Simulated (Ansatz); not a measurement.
Nb3Sn (A15 (Cr3Si type), Pm-3n), a = b = c = 5.3041 Å, α = β = γ = 90.00°.

Relaxed with r²SCAN.

Decompose the optical modes at the zone centre into irreducible representations, and say which are infrared and Raman allowed.

Point group m-3m: Γ_opt = A2g + Eg + T1g + 2T1u + T2g + 2T2u. Infrared: T1u. Raman: Eg, T2g.

Assign frequencies (DFPT, r²SCAN (plane waves, PAW; program Ansatz)).

T2u 95, T1g 110, T2g 131, T1u 142, A2g 170, Eg 172, T1u 196, T2u 205 cm⁻¹.

Symmetry was held in the r²SCAN relaxation. The run is not spin-polarised. As this level gives no gap, phonon frequencies hold no LO–TO term and depend on the k-mesh and smearing (Fermi–Dirac, 0.1 eV here). Scalar-relativistic: spin–orbit coupling is off unless named, which matters more the heavier the elements.

Potentials: the later of the program's two PAW sets.
